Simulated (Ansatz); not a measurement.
**Question.** Each is relaxed and computed with PBEsol (plane waves, PAW; program Ansatz). Which is the only one with a gap?
A. MgNi3C, anti-perovskite
B. Mg2Si, P4/nmm (Mg on 2a, Mg on 2c, Si on 2c)
C. MgB2, MoSi2 or CaC2 type
D. MgO2, Pa-3 (Mg on 4a, O on 8c)

**Answer.** D, MgO2, Pa-3 (Mg on 4a, O on 8c). MgO2: gap 3.95 eV (indirect); MgB2: metal; MgNi3C: metal; Mg2Si: metal. Constructed cells (a structure type filled with these elements, in neither database checked): MgB2, MoSi2 or CaC2 type. Not the usual ambient phase: MgB2, MoSi2 or CaC2 type; Mg2Si, P4/nmm (Mg on 2a, Mg on 2c, Si on 2c). Standing as an ambient phase not checked: MgO2, Pa-3 (Mg on 4a, O on 8c); MgNi3C, anti-perovskite. Began spin-polarised and lost the moments: MgNi3C, anti-perovskite. Unstable at this level: MgB2, MoSi2 or CaC2 type. All cells were relaxed under the symmetry of their starts (and spin orders); stability against distortions was not tested throughout.

Potentials: the later of the program's two PAW sets.
